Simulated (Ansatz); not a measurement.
# BaCd₄Ge₃ in Ansatz, relaxation

The input file (Ansatz 0.2.0, plane waves):

```yaml
crystal:
  lattice:
    - [4.316873, 0.0, 0.0]
    - [-2.158437, 3.738525, 0.0]
    - [-2.158437, 1.246175, 11.879629]
  atoms:
    - { symbol: Ba, position: [0.5, 0.5, 0.5] }
    - { symbol: Cd, position: [0.08647, 0.91353, 0.25941] }
    - { symbol: Cd, position: [0.91353, 0.08647, 0.74059] }
    - { symbol: Cd, position: [0.30242, 0.69758, 0.90726] }
    - { symbol: Cd, position: [0.69758, 0.30242, 0.09274] }
    - { symbol: Ge, position: [0.231, 0.769, 0.693] }
    - { symbol: Ge, position: [0.769, 0.231, 0.307] }
    - { symbol: Ge, position: [0.0, 0.0, 0.0] }
  symmetry: { tolerance: 0.0003 }
kpoints:
  mp_grid: { grid: [5, 5, 5], shift: [0, 0, 0] }
magnetization:
  spin_polarized: false
scf:
  occupations: { method: fermi_dirac, width: 0.0419 }
  lower_state_search: "off"
hamiltonian:
  pseudopotentials: { kind: paw }
  xc: pbe
basis:
  ecutwfc: 420
  fft_grid_basis: typed
relax:
  max_steps: 40
  cell: { p_target: 0.0 }
  f_tol: 0.03
output:
  forces: true
  stress: true
  eigenvalues: true
  bader: false
  populations: true
  elf: true
  write_potential: true
  volumetric_format: npy
  dos:
    e_range: [-12, 8]
    de: 0.05
    projected: { site_lists: { Ba: [Ba], Cd: [Cd], Ge: [Ge] } }
  write_density: true
checkpoint:
  read: saved_state
```

Run with:

```bash
ansatz run input.yaml --threads 2 --pin off --max-ram 2560MiB --backend cpu --events-out ev --progress --plain --runs-dir out
```

Origin of the cell: a known structure type with other elements, at an estimated volume, so it need not be a known compound.

The saved state is a converged single point of the same cell.

Steps («new basis» is an SCF on plane waves selected anew at the same cell):

| step | ΔF (meV/atom) | max force component (eV/Å) | P (GPa) | volume (Å³) | SCF iterations | step was |
| --- | --- | --- | --- | --- | --- | --- |
| 1 | 0.0 | 1.440 | 8.22 | 191.72 | 7 | accepted |
| 2 | -97.8 | 0.254 | 0.53 | 214.39 | 9 | accepted |
| 3 | -105.5 | 0.101 | 0.14 | 214.73 | 6 | accepted |
| 4 | -106.9 | 0.034 | 0.08 | 214.14 | 6 | accepted |
| 5 | -106.9 | 0.005 | 0.00 | 214.76 | 6 | accepted |
| 6 | -107.7 | 0.005 | 0.02 | 214.76 | 9 | new basis |

Before:

Space group R-3m (No. 166); the run's cell has a = 4.317 Å, b = 4.317 Å, c = 12.138 Å, α = 79.76°, β = 100.24°, γ = 120.00°. Shortest distances: Cd–Ge 2.55 Å, Cd–Cd 3.18 Å, Ba–Ge 3.39 Å.

After:

Space group R-3m (No. 166); the run's cell has a = 4.587 Å, b = 4.587 Å, c = 12.081 Å, α = 79.06°, β = 100.94°, γ = 120.00°. Shortest distances: Cd–Ge 2.71 Å, Cd–Cd 3.26 Å, Ba–Ge 3.37 Å.

```
CELL_PARAMETERS angstrom
4.58675 0.00000 0.00000
-2.29338 3.97224 0.00000
-2.29338 1.32408 11.78713
ATOMIC_POSITIONS crystal
Ba 0.50000 0.50000 0.50000
Cd 0.08479 0.91521 0.25437
Cd 0.91521 0.08479 0.74563
Cd 0.30235 0.69765 0.90706
Cd 0.69765 0.30235 0.09294
Ge 0.22581 0.77419 0.67744
Ge 0.77419 0.22581 0.32256
Ge 0.00000 0.00000 0.00000
```

| Item | Value |
| --- | --- |
| Free energy lowered by | 107.7 meV/atom |
| Volume change | 12.02 % |
| Final pressure | 0.02 GPa |
| Relaxation steps listed | 6 |

Caveats: the k mesh is coarse if the cell is a metal; the relaxation held the start's symmetry, so the end may be a saddle point.

The run took 59 s on 2 threads of Arm Neoverse V2, with other jobs on the host, peak memory 0.69 GiB, from a saved density.
